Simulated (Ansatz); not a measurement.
BN:
```yaml
crystal:
  lattice:
    - [0.00000, 3.27906, 2.15279]
    - [1.24483, 0.00000, 2.15279]
    - [1.24483, 3.27906, 0.00000]
  atoms:
    - { symbol: B, position: [0.00013, 0.00013, 0.99987] }
    - { symbol: N, position: [0.66657, 0.66657, 0.33343] }
```

Relaxed with LDA. Special points in fractions of this cell's reciprocal vectors: Γ (0.000, 0.000, 0.000); Y (0.500, 0.000, 0.500); T (1.000, 0.500, 0.500); Z (0.500, 0.500, 0.000); Σ0 (0.000, 0.370, 0.370); U0 (1.000, 0.630, 0.630); C0 (0.500, 0.298, 0.798); A0 (0.500, 0.702, 0.202); L (0.500, 0.500, 0.500).

List the band energies nearest the valence-band maximum at these points for LDA (plane waves, PAW; program Ansatz).

In eV from the valence-band maximum; about four levels below and three above (degenerate sets whole), none deeper than 8.9 eV; … stands for higher levels left out; points with the same levels are listed once.

```json
[
 {"k": "Γ", "below": "-4.43 -1.57 -1.56", "above": "4.74 11.38 …"},
 {"k": "Y", "below": "-6.75 -1.61 -1.55", "above": "9.91 11.31 …"},
 {"k": "T", "below": "-4.49 -1.88", "above": "3.27 9.85 …"},
 {"k": "Z", "below": "-4.42 -0.49", "above": "5.87 9.36 …"},
 {"k": "Σ0", "below": "-8.40 -6.95 -0.90", "above": "3.76 12.16 …"},
 {"k": "C0", "below": "-8.35 -7.11 -0.76", "above": "4.93 12.77 …"},
 {"k": "L", "below": "-4.42 -1.23", "above": "4.29 9.86 …"}
]
```

Space group Fmm2. The first step of the workflow began from a Materials Project structure, measured or hypothetical; the Crystallography Open Database copy checked does not list it. It is not the phase usual at ambient conditions (space group No. 186, 194, 216). Symmetry was held in the LDA relaxation. At this level the phase is mechanically unstable. A crystal of weakly bound layers computed without a dispersion correction: the cell and the soft elastic constants depend strongly on that.

Potentials: the earlier of the program's two PAW sets.
